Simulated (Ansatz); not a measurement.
Ta, DFT, PBEsol, all-electron LAPW, scalar-relativistic (Ansatz 0.2.0), run on 1 thread of Arm Neoverse V1 on a shared host.

The geometry is COD entry 1534932, unchecked; take it as a test cell. The listed cell was then made from it by scaling, straining or moving an atom.

Command: `ansatz run input.yaml --threads 1 --pin off --max-ram 3072MiB --backend cpu --events-out ev --progress --plain --runs-dir out`

```yaml
crystal:
  lattice:
    - [0.0, 2.0669266894, 2.0669266894]
    - [2.0669266894, 0.0, 2.0669266894]
    - [2.0669266894, 2.0669266894, 0.0]
  atoms:
    - { symbol: Ta, position: [0.0, 0.0, 0.0] }
kpoints:
  mp_grid: { grid: [15, 15, 15] }
  band_path:
    path:
      - [0.0, 0.0, 0.0]
      - [0.5, 0.0, 0.5]
      - [0.625, 0.25, 0.625]
      - [0.375, 0.375, 0.75]
      - [0.0, 0.0, 0.0]
      - [0.5, 0.5, 0.5]
      - [0.5, 0.25, 0.75]
      - [0.5, 0.0, 0.5]
    npoints: 5
scf:
  occupations: { method: fermi_dirac, width: 0.08 }
hamiltonian:
  xc: pbesol
  pseudopotentials: { kind: all_electron, lapw: { basis_error: 0.0005 } }
output:
  forces: true
  stress: true
  eigenvalues: true
```

**Question.** How large is the problem that the program sets up?

**Answer.** 120 irreducible k-points, 169 plane waves at Γ, 23 bands.

**Question.** Estimate the wall time and the peak memory.

**Answer.** 16 s of wall time for 8 SCF iterations, with a peak of 0.34 GiB. Times on shared machines scatter by tens of per cent.
